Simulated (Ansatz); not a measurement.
C:
```
C
1.0
   -1.33185     2.77922     2.33372
    1.33185    -2.77922     2.33372
    1.33185     2.77922    -2.33372
C
6
Direct
  0.67013   0.32540   0.99553
  0.32987   0.67460   0.00447
  0.82987   0.82540   0.65527
  0.17013   0.17460   0.34473
  0.75000   0.75000   0.00000
  0.25000   0.25000   0.00000
```

Relaxed with PBE. Special points in fractions of this cell's reciprocal vectors: Γ (0.000, 0.000, 0.000); X (0.500, -0.500, 0.500); F0 (0.307, -0.307, 0.693); Σ0 (-0.307, 0.307, 0.307); Λ0 (0.426, 0.426, -0.426); G0 (0.574, -0.426, 0.426); R (0.000, 0.500, 0.000); W (0.250, 0.250, 0.250); S (0.500, 0.000, 0.000); T (0.000, 0.000, 0.500).

Task: List the band energies nearest the valence-band maximum at these points for DFT-PBE in the program Ansatz with PAW potentials.

Result: In eV from the valence-band maximum; about four levels below and three above (degenerate sets whole), none deeper than 8.9 eV; points with the same levels are listed once.

```csv
k,below,above
Γ,-4.20 -3.93 -2.59 -1.19,4.38 4.71 6.21
X,-2.90 -2.35 -1.54 0.00,2.89 4.33 4.50
F0,-4.28 -3.02 -2.88 -2.62,3.88 4.47 4.59
Λ0,-2.92 -2.27 -2.17 -0.15,2.95 4.42 4.74
R,-4.39 -4.39 -3.57 -3.57,3.31 3.31 5.21 5.21
W,-6.97 -6.97 -3.81 -3.81,5.18 5.18 6.73 6.73
S,-3.54 -3.54 -2.00 -2.00,3.59 3.59 6.40 6.40
T,-6.95 -3.98 -3.20 -2.92,3.90 4.38 5.61
```

Space group Ibam. The start of the workflow was typed in or built on a structure type; neither database checked (COD, Materials Project) lists it. It is not the phase usual at ambient conditions (space group No. 194, 227). Symmetry was held in the PBE relaxation; whether a distortion lowers the energy is not shown. The volume moved by 20 % from the start of the relaxation.

Potentials: the later of the program's two PAW sets.
